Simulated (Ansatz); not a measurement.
(111) slab cut from the bulk of Ag, 15 Å of vacuum:

```xyz
5
Lattice="2.9021 0.0000 0.0000 -1.4510 2.5133 0.0000 0.0000 0.0000 24.4781" Properties=species:S:1:pos:R:3 pbc="T T T"
Ag    1.4510    0.8378    7.5000
Ag    0.0000    1.6755    9.8695
Ag    0.0000    0.0000   12.2391
Ag    1.4510    0.8378   14.6086
Ag    0.0000    1.6755   16.9781
```

These are results of Ansatz 0.2.0, DFT r2SCAN, scalar-relativistic, plane waves, PAW, not measurements. Cutoff 500 eV; k points 12×12×1 on the computed 5-atom cell (Γ-centred); Gaussian smearing, width 0.10 eV; no spin polarisation. The cell repeats along c with a dipole correction in the vacuum.

This base run converges in 8 iterations with a largest force of 0.084 eV/Å and a work function of 4.42 eV on the top face.

One setting at a time is then changed, some of them on purpose to poor values; changes count from the base run, energies are extrapolated to zero smearing, γ keeps the base's bulk energy, atoms stay where they are, and risky runs are capped at 50 to 100 iterations.

(1) What does each change do? no dipole correction, vacuum of 15 Å; the slab thickened to 6 atoms (same faces, atoms at the bulk's places); field of -0.3 V/Å along c; vacuum of 10 Å; cutoff 550 eV; k mesh 2×2×1; field of 1.5 V/Å along c.

In some of the runs (vacuum 10, field 1.5) charge leaks into the vacuum, so their work functions can be off.

## Answers

(1)
```tsv
change	outcome	SCF iterations	ΔE (meV/atom)	Δγ (J/m²)	Δφ top (eV)	largest force (eV/Å)	largest change of a force (eV/Å)
no dipole correction, vacuum of 15 Å	converged	8	0.0	0.000		0.084	0.000
the slab thickened to 6 atoms (same faces, atoms at the bulk's places)	converged	8	-30.8	-0.014	-0.09	0.080	
field of -0.3 V/Å along c	converged	11	-4.6			0.088	0.008
vacuum of 10 Å	converged with warnings	7	0.0	0.000	0.00	0.083	0.000
cutoff 550 eV	converged	8	-0.9		0.00	0.084	0.000
k mesh 2×2×1	converged	14	+1158.0	+6.359	+1.01	0.259	0.194
field of 1.5 V/Å along c	converged with warnings	17	-116.8			0.096	0.065
```

Cost: 8 runs of about 6 core-minutes in all, on AMD EPYC 7R43 (Zen 3) (shared hosts).